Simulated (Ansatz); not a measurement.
Consider the following.

CdS:
```cif
data_Cd2S2
_chemical_formula_sum 'Cd2 S2'
_space_group_name_H-M_alt 'P 1'
_space_group_IT_number 1
_cell_length_a 4.16469
_cell_length_b 4.16469
_cell_length_c 6.76806
_cell_angle_alpha 90.000
_cell_angle_beta 90.000
_cell_angle_gamma 120.000
loop_
_space_group_symop_operation_xyz
  'x, y, z'
loop_
_atom_site_label
_atom_site_type_symbol
_atom_site_fract_x
_atom_site_fract_y
_atom_site_fract_z
_atom_site_occupancy
Cd1 Cd 0.66667 0.33333 0.50007 1
Cd2 Cd 0.33333 0.66667 0.00007 1
S1 S 0.66667 0.33333 0.87693 1
S2 S 0.33333 0.66667 0.37693 1
```

This is the r²SCAN-relaxed structure.

**Question.** All from r²SCAN in the plane-wave PAW code Ansatz, unless another level is named. Give the band gap.

**Answer.** 1.63 eV (direct).

**Question.** Predict the formation energy from the elements (no fitted shifts).

**Answer.** -0.81 eV/atom.

**Question.** Predict the valence-band maximum.

**Answer.** at Γ.

Space group P6_3mc (wurtzite). The r²SCAN relaxation kept the symmetry of its start. The references are the lowest solids computed at this level, not always the standard phases. Spin–orbit coupling is left out wherever it is not named.

Potentials: the earlier of the program's two PAW sets.
